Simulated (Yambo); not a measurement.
G0W0@PBEsol for AlAs (zinc blende, space group F-43m, No. 216) in Yambo. Reference settings: 4×4×4 Γ-centred k mesh, 208 bands and a 10 Ry block in the screening, 208 bands in G with the Bruneval-Gonze terminator, plasmon pole fitted at 27.2 eV. The PBEsol gap Γ → X on this mesh is 1.24 eV; G0W0 gaps are taken between the same points.

```json
[
 {"change from the reference": "reference settings", "G0W0 gap Γ → X (eV)": "2.38", "shift of the valence edge (eV)": "-1.10"},
 {"change from the reference": "pole fitted at 10 eV", "G0W0 gap Γ → X (eV)": "2.33", "shift of the valence edge (eV)": "-0.93"},
 {"change from the reference": "74 bands in G", "G0W0 gap Γ → X (eV)": "2.37", "shift of the valence edge (eV)": "-1.06"},
 {"change from the reference": "92 bands in W", "G0W0 gap Γ → X (eV)": "2.33", "shift of the valence edge (eV)": "-0.94"},
 {"change from the reference": "74 bands in G, no terminator", "G0W0 gap Γ → X (eV)": "2.19", "shift of the valence edge (eV)": "-0.67"},
 {"change from the reference": "132 bands in G", "G0W0 gap Γ → X (eV)": "2.38", "shift of the valence edge (eV)": "-1.09"},
 {"change from the reference": "132 bands in G, no terminator", "G0W0 gap Γ → X (eV)": "…", "shift of the valence edge (eV)": "-0.92"},
 {"change from the reference": "4 Ry block", "G0W0 gap Γ → X (eV)": "2.24", "shift of the valence edge (eV)": "-0.93"}
]
```

Question: Estimate the withheld gaps from the other rows; the computed values follow.

Answer: 
- 132 bands in G, no terminator, G0W0 gap Γ → X (eV): 2.30

The reference isn't shown to be the converged limit.

The standard potential for As keeps a d shell in the valence without the s and p states of that shell. In tests on such compounds this moved G0W0 gaps by up to about 0.9 eV, so absolute quasiparticle energies here are unreliable; differences between settings are what counts.

Spin-orbit coupling is included.

Geometry relaxed with PBEsol; primitive cell a = b = c = 4.0128 Å, α = β = γ = 60.00°.

A shift is the quasiparticle energy of the state minus its PBEsol energy.
